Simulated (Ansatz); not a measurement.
Fields on a plane of ScAl3 (Cu3Au type)

```yaml
crystal:
  lattice:
    - [4.08581, 0.00000, 0.00000]
    - [0.00000, 4.08581, 0.00000]
    - [0.00000, 0.00000, 4.08581]
  atoms:
    - { symbol: Al, position: [0.00000, 0.50000, 0.50000] }
    - { symbol: Al, position: [0.50000, 0.50000, 0.00000] }
    - { symbol: Al, position: [0.50000, 0.00000, 0.50000] }
    - { symbol: Sc, position: [0.00000, 0.00000, 0.00000] }
```

The slice is a {110} plane (indices of the conventional cell) through the point (0.500, 0.500, 0.000) (fractional), spanned by u = [100] and v = [011] in vectors of this cell: u (4.09 Å) and v (5.78 Å, at 90° to u). It covers one period; positions are fractions (u, v).

Atoms on it: Al at (0.00, 0.00); Al at (0.00, 0.50).

The numbers are results of r2SCAN (plane waves to 500 eV, PAW, scalar-relativistic; Ansatz, an electronic-structure program), not measurements. k mesh 11×11×11. Inside the PAW spheres the values are not all-electron values, and peaks at nuclei hang on which shells count as valence. ScAl3 is run without spin polarisation. ScAl3 was relaxed with its symmetry unable to fall.

```
|xxxxxx117799998866555555668899997711xxxx|
|xxxx0044889999776655555566779999884400xx|
|0011447799998877665544556677889999774411|
|6677889999998877554444445577889999998877|
|9999999999887766554444445566778899999999|
|9999999999887766443333334466778899999999|
|9999999988887766443333334466778888999999|
|9999999999887766443333334466778899999999|
|9999999999887766554444445566778899999999|
|6677889999998877554444445577889999998877|
|0011447799998877665544556677889999774411|
|xxxx0044889999776655555566779999884400xx|
|xxxxxx117799998866555555668899997711xxxx|
|xxxxxx006699998866555555668899996600xxxx|
|xxxxxx117799998866555555668899997711xxxx|
|xxxx0044889999776655555566779999884400xx|
|0011447799998877665544556677889999774411|
|6677889999998877554444445577889999998877|
|9999999999887766554444445566778899999999|
|9999999999887766443333334466778899999999|
|9999999988887766443333334466778888999999|
|9999999999887766443333334466778899999999|
|9999999999887766554444445566778899999999|
|6677889999998877554444445577889999998877|
|0011447799998877665544556677889999774411|
|xxxx0044889999776655555566779999884400xx|
|xxxxxx117799998866555555668899997711xxxx|
|xxxxxx006699998866555555668899996600xxxx|
```
Scale: ten equal steps from 0.08 (start of '0') to 0.70 (end of '9'), in the order '0123456789'. Values: electron localisation function (ELF). The map has 20 points along u (two characters each, u = 0 at the left) and 28 along v (v = 0 in the bottom row). Points within 0.5 Å of a nucleus are blanked (x), as the pseudised field means little there.

```tsv
v \ u	0.00	0.10	0.20	0.30	0.40	0.50	0.60	0.70	0.80	0.90
0.86	-0.7	-0.7	-0.7	-0.7	-0.8	-0.8	-0.8	-0.7	-0.7	-0.7
0.71	-0.7	-0.7	-0.7	-0.7	-0.8	-0.8	-0.8	-0.7	-0.7	-0.7
0.57	-1.1	-0.9	-0.7	-0.7	-0.8	-0.9	-0.8	-0.7	-0.7	-0.9
0.43	-1.1	-0.9	-0.7	-0.7	-0.8	-0.9	-0.8	-0.7	-0.7	-0.9
0.29	-0.7	-0.7	-0.7	-0.7	-0.8	-0.8	-0.8	-0.7	-0.7	-0.7
0.14	-0.7	-0.7	-0.7	-0.7	-0.8	-0.8	-0.8	-0.7	-0.7	-0.7
0.00	-1.2	-1.1	-0.7	-0.7	-0.8	-0.9	-0.8	-0.7	-0.7	-1.1
```

Values: log₁₀ of the valence density in e/Å³. The scale is logarithmic, as a density can span decades between atoms and voids.

| Property | Result |
|---|---|
| Density on the Al–Al line (2.89 Å) at its midpoint | 0.21 e/Å³ |
| ELF at that point | 0.70 |
| ELF maximum in the middle third of the Al–Al line | 0.70, 1.2 Å from Al |
